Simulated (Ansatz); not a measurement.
One crystal and one scan (scan of one atom of the cell) at two levels, PBE (plane waves to 420 eV, PAW, scalar-relativistic; Ansatz, a first-principles code) and r2SCAN (plane waves to 500 eV, PAW, scalar-relativistic; Ansatz), each from its own relaxed cell and on its own mesh.

The crystal is ZnS (wurtzite); one S atom of a 4-atom cell moves by s along Cartesian z, with its periodic images.

The energy includes the smearing's −TS. ZnS was relaxed with its symmetry unable to fall.

| quantity | run 1 | run 2 |
|---|---|---|
| Lattice constant a (Å) | 3.845 | 3.806 |
| Lattice constant c (Å) | 6.306 | 6.245 |
| Relaxed volume (Å³/atom) | 20.18 | 19.59 |
| Band gap of the relaxed cell, no spin-orbit coupling (eV) | 2.08 | 2.78 |
| Force constant k = d²E/ds² at s = 0 (finite differences) (eV/Å²) | 8.59 | 9.56 |

Problem. Which run is which level?

Solution. Run 1 is PBE, run 2 is r2SCAN. PBE gives the higher value for: lattice constant a; lattice constant c; relaxed volume. PBE gives the lower value for: band gap of the relaxed cell, no spin-orbit coupling; force constant k = d²E/ds² at s = 0. Both give the same shape of the curve: a single well with its minimum at or next to zero displacement.

(For displaced atoms, the force is minus the slope of the energy, and its curvature is a force constant, which sets phonon frequencies.)
